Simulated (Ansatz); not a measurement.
Given:

Hf3Si2:
Space group P4/mbm (No. 127); a = b = 6.995 Å, c = 3.668 Å, α = β = γ = 90.00°

```
atom  site  symmetry       x       y       z
----  ----  --------  ------  ------  ------
Hf      4h      m.2m  0.3269  0.1731  0.5000
Hf      2a     4/m..  0.0000  0.0000  0.0000
Si      4g      m.2m  0.1237  0.3763  0.0000
```

This is the r²SCAN-relaxed structure.

All from the program Ansatz at the r²SCAN level (PAW), unless another level is named. Estimate the electronic character.

metallic (no gap).

Give the density of states at the Fermi level.

0.62 states/eV per atom (mean over ±0.08 eV).

Give the formation energy from the elements (no fitted shifts).

-81 kJ/mol of atoms.

The first step of the workflow began from a Materials Project structure, measured or hypothetical; the Crystallography Open Database copy checked does not list it. Its standing as an ambient phase is unchecked. The r²SCAN relaxation kept the symmetry of its start; its stability against distortions is not shown here. The run is not spin-polarised. The references are the lowest solids computed at this level, not always the standard phases. Spin–orbit coupling is left out wherever it is not named.

Potentials: the earlier of the program's two PAW sets.
